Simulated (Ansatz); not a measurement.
A (001) slab of relaxed bulk Ba (Im-3m, 57.70 Å³/atom, gap on the mesh 0.00 eV), 4 planes in a 6×1 cell with the lowest 2 held; added atoms sit on lattice sites of the next plane. A dipole correction is on. The surface energy is the mean of the held and the free face; step energies are per length and the mean of the stripe's two steps, which run along the shortest translation of the plane; step and island energies count from the flat slab and bulk atoms.

The calculation used DFT PBEsol, scalar-relativistic, plane waves, PAW in Ansatz.

Plane waves to 420 eV, a k mesh through Γ of 2×8×1 on the computed 27-atom cell and Gaussian smearing (0.10 eV); no spin polarisation.

Start (stripe of 3 atoms):

```
Ba
1.0
    29.21191    0.00000    0.00000
     0.00000    4.86865    0.00000
     0.00000    0.00000   21.73730
Ba
27
Direct
  0.00000 0.00000 0.06901
  0.08333 0.50000 0.18099
  0.16667 0.00000 0.06901
  0.25000 0.50000 0.18099
  0.33333 0.00000 0.06901
  0.41667 0.50000 0.18099
  0.50000 0.00000 0.06901
  0.58333 0.50000 0.18099
  0.66667 0.00000 0.06901
  0.75000 0.50000 0.18099
  0.83333 0.00000 0.06901
  0.91667 0.50000 0.18099
  0.00000 0.00000 0.29298
  0.08333 0.50000 0.40497
  0.16667 0.00000 0.29298
  0.25000 0.50000 0.40497
  0.33333 0.00000 0.29298
  0.41667 0.50000 0.40497
  0.50000 0.00000 0.29298
  0.58333 0.50000 0.40497
  0.66667 0.00000 0.29298
  0.75000 0.50000 0.40497
  0.83333 0.00000 0.29298
  0.91667 0.50000 0.40497
  0.00000 0.00000 0.51696
  0.16667 0.00000 0.51696
  0.33333 0.00000 0.51696
```

Q: Give the relaxed structure and its energy.

A: The free energy falls by 6 meV/atom.

```
step energy (meV/Å)  : 25
gap on the mesh (eV) : 0
```

Relaxed structure:
```
Ba
1.0
    29.21191    0.00000    0.00000
     0.00000    4.86865    0.00000
     0.00000    0.00000   21.73730
Ba
27
Direct
  0.00000 0.00000 0.06901
  0.08333 0.50000 0.18099
  0.16667 0.00000 0.06901
  0.25000 0.50000 0.18099
  0.33333 0.00000 0.06901
  0.41667 0.50000 0.18099
  0.50000 0.00000 0.06901
  0.58333 0.50000 0.18099
  0.66667 0.00000 0.06901
  0.75000 0.50000 0.18099
  0.83333 0.00000 0.06901
  0.91667 0.50000 0.18099
  0.99815 0.00000 0.29209
  0.08369 0.50000 0.39562
  0.16667 0.00000 0.28845
  0.24964 0.50000 0.39562
  0.33518 0.00000 0.29209
  0.42066 0.50000 0.40779
  0.50119 0.00000 0.28528
  0.58617 0.50000 0.40481
  0.66667 0.00000 0.28352
  0.74716 0.50000 0.40481
  0.83215 0.00000 0.28528
  0.91267 0.50000 0.40779
  0.01127 0.00000 0.51782
  0.16667 0.00000 0.51352
  0.32206 0.00000 0.51782
```

Spin-orbit coupling is left out, which matters for the bands of heavy elements.

Small energy differences in metals hang on the k mesh (about 10 mJ/m² or 1 to 2 meV/atom on the mesh of the relaxation).

Time: 19 min on 4 threads of Arm Neoverse V1, on a shared host, peak memory 6.4 GiB.